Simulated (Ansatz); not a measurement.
Al:
```
Al
1.0
    5.21770     0.00000     0.00000
   -2.60885     4.51866     0.00000
    0.00000     0.00000     5.02427
Al
7
Direct
  0.00000   0.00000   0.25363
  0.00000   0.00000   0.74637
  0.33333   0.66667   0.50000
  0.66667   0.33333   0.50000
  0.00000   0.50000   0.00000
  0.50000   0.00000   0.00000
  0.50000   0.50000   0.00000
```

Relaxed with PBEsol.

Decompose the optical modes at the zone centre into irreducible representations, and say which are infrared and Raman allowed.

Point group 6/mmm: Γ_opt = A1g + 2A2u + B1g + B1u + B2u + E1g + 3E1u + E2g + E2u. Infrared: A2u, E1u. Raman: A1g, E1g, E2g.

Assign frequencies (DFPT, PBEsol (plane waves, PAW; program Ansatz)).

E1g 73, E1u 112, A2u 115, E2u 120, B1u 141, E2g 158, E1u 191, B1g 201, A2u 257, E1u 356, B2u 460, A1g 480 cm⁻¹.

Subscripts of B labels follow the axes of the standard setting.

Space group P6/mmm. The start of the workflow was typed in or built on a structure type; neither database checked (COD, Materials Project) lists it. It is not the phase usual at ambient conditions (space group No. 225). The PBEsol relaxation kept the symmetry of its start. At this level the phase is mechanically unstable. As this level gives no gap, phonon frequencies hold no LO–TO term and depend on the k-mesh and smearing (Fermi–Dirac, 0.1 eV here).

Potentials: the later of the program's two PAW sets.
